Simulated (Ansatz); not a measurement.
Values for one crystal, relaxed and computed with the program Ansatz at the PBEsol level (PAW); other levels are named.

```yaml
volume_per_atom: 15.48 Å³
electronic_character: metallic (no gap)
hill_bulk_and_shear_moduli: 216 and 134 GPa
zone_centre_stability: no imaginary mode at Γ
Gap with spin–orbit coupling: none (metallic)
Pressure derivative B′: 4.1
Poisson's ratio: 0.24
```

Problem. Which of these materials gives this?
A) TaN, P6/mmm (Ta on 1a, Ta on 2d, N on 3f)
B) TaN, P-6m2 (Ta on 1b, N on 1e)
C) TaTe, CsCl type
D) TaP, P-6m2 (Ta on 1e, P on 1b)

Solution. D, TaP, P-6m2 (Ta on 1e, P on 1b)

The first step of the workflow began from a Materials Project structure, measured or hypothetical; the Crystallography Open Database copy checked does not list it. COD files the formula under space group No. 141. Whether it is the stable phase at ambient conditions was not checked. The PBEsol relaxation kept the symmetry of its start. The run is not spin-polarised. As this level gives no gap, shear constants depend on the k-mesh and smearing (Fermi–Dirac, 0.1 eV here). Scalar-relativistic: spin–orbit coupling is off unless named, which matters more the heavier the elements.

Potentials: the earlier of the program's two PAW sets. The files were generated under PBE; for other functionals the program regenerates the frozen cores, and for LDA and PBEsol the local potential too.
